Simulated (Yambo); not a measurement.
Yambo run on SiO₂ (α-quartz, space group P3_121, No. 152). The wavefunctions are PBEsol (Quantum ESPRESSO, PseudoDojo norm-conserving, 84 Ry, no spin-orbit coupling) ones on a 3×3×4 mesh (24 occupied bands); a = 4.9150 Å, b = 4.9150 Å, c = 5.4313 Å, α = 90.00°, β = 90.00°, γ = 120.00°.

Yambo input:

```
rim_cut
gw0
dyson
el_el_corr
HF_and_locXC
cohsex
em1s
RandQpts= 1000000
RandGvec= 1 Ry
EXXRLvcs= 84 Ry
VXCRLvcs= 336 Ry
Chimod= "HARTREE"
% BndsRnXs
 1 | 213 |
%
NGsBlkXs= 8 Ry
% LongDrXs
 1.0 | 1.0 | 1.0 |
%
ExtendOut
% QPkrange
 1 | 1 | 24 | 25 |
 7 | 7 | 24 | 24 |
%
```

k points by index: 1 = Γ, 7 = K.

Table of the .qp output:

```
#    K-point    Band    Eo [eV]    E [eV]    E-Eo [eV]    Vxc [eV]    Vnlxc [eV]    Sc|Eo [eV]    Re(Z)    Im(Z)
#
    1    24    -0.307502    -4.285837    -3.978335    -19.30164    -25.31951    2.039530    1.000000    0.000000
    1    25    5.866724    6.220724    0.354000    -11.17378    -6.648591    -4.171188    1.000000    0.000000
    7    24    0.000000    -3.909639    -3.909639    -19.85109    -25.83811    2.077386    1.000000    0.000000
```
(The two width columns are left out.) Convergence of these settings isn't established.

Geometry of the Materials Project entry, not relaxed at this level.
